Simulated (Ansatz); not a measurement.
Ca (fcc (Cu type), Fm-3m) under volume change, PBE in the plane-wave PAW code Ansatz, scaled uniformly.

```csv
V (Å³/atom),E − E(relaxed) (meV/atom),P (GPa)
38.381,21.1,1.90
39.647,9.0,1.19
40.912,2.2,0.56
42.177,0.0,0.00
43.443,2.0,-0.49
44.708,7.6,-0.92
45.973,16.4,-1.30
```

Q: What does a third-order Birch–Murnaghan fit give for V₀, B₀ and B′?

A: V₀ = 42.18 Å³/atom, B₀ = 17.4 GPa, B′ = 3.2.

The PBE relaxation kept the symmetry of its start.

Potentials: the earlier of the program's two PAW sets.
